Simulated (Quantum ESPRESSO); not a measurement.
# Mg2GaFSe3: convergence and cost over cutoff and k mesh

Simulated, not a measurement. The program is pw.x of Quantum ESPRESSO 7.5 (plane-wave density functional theory). The cell is made up: 7 atoms on a zincblende/diamond lattice with one site empty, with randomly drawn elements, strain and displacements, not relaxed. PseudoDojo standard norm-conserving files (v0.5 for PBE, v0.4.1 for LDA and PBEsol) set the functional; there is no spin polarisation, spin-orbit coupling or dispersion term, and the masses in the input are unused placeholders.

Input of the run in row 2:

```
&control calculation='scf', pseudo_dir='./dojo.nc.sr.pbe.v0_5.standard.upf', outdir='./o', disk_io='medium', tprnfor=.true., tstress=.true. /
&system ibrav=0, nat=7, ntyp=4, nbnd=50, ecutwfc=85.99341389, nosym=.true., tot_charge=0,
 occupations='smearing', smearing='fd', degauss=0.0018374661
/
&electrons conv_thr=7.350e-09, electron_maxstep=60, /
ATOMIC_SPECIES
F 1.0 F.upf
Ga 1.0 Ga.upf
Mg 1.0 Mg.upf
Se 1.0 Se.upf
CELL_PARAMETERS angstrom
5.6011 -0.069 -0.0212
-0.069 5.5699 0.0011
-0.0212 0.0011 5.583
ATOMIC_POSITIONS angstrom
Mg -0.0951 2.7266 2.684
Mg 2.7961 -0.1193 2.8576
Ga 2.7149 2.8416 -0.0087
F 1.2625 1.5464 1.5061
Se 1.2793 4.1347 4.3678
Se 4.105 1.3717 4.1872
Se 4.1454 4.0861 1.2567
K_POINTS automatic
4 4 4 1 1 1
```

The same cell was run at these settings. Meshes are shifted by half a step, and differences are from the last row, which is itself not exact.

| cutoff (eV) | k mesh | k points solved | threshold (eV) | free energy less the last row's (eV) | pressure (GPa) | largest stress difference (GPa) | largest force difference (eV/Å) | iterations | wall time (s) | k-point pools | processor |
| --- | --- | --- | --- | --- | --- | --- | --- | --- | --- | --- | --- |
| 819 | 2 x 2 x 2 | 4 | 1e-04 | 5.899 | -48.47 | 51.49 | 0.041 | 7 | 56 | 1 | AMD EPYC, Zen 5 class |
| 1170 | 4 x 4 x 4 | 32 | 1e-07 | 0.003 | 2.84 | 0.00 | 0.006 | 11 | 631 | 1 | AMD EPYC, Zen 5 class |
| 1467 | 6 x 6 x 6 | 108 | 1e-07 | 0.000 | 2.84 | 0.00 | 0.000 | 11 | 2141 | 1 | AMD EPYC, Zen 5 class |

Each pool is one process. Wall times include start-up and a band step at six k points, which weighs most on the coarsest meshes. The runs were on shared virtual cores whose load varied, so times are rough.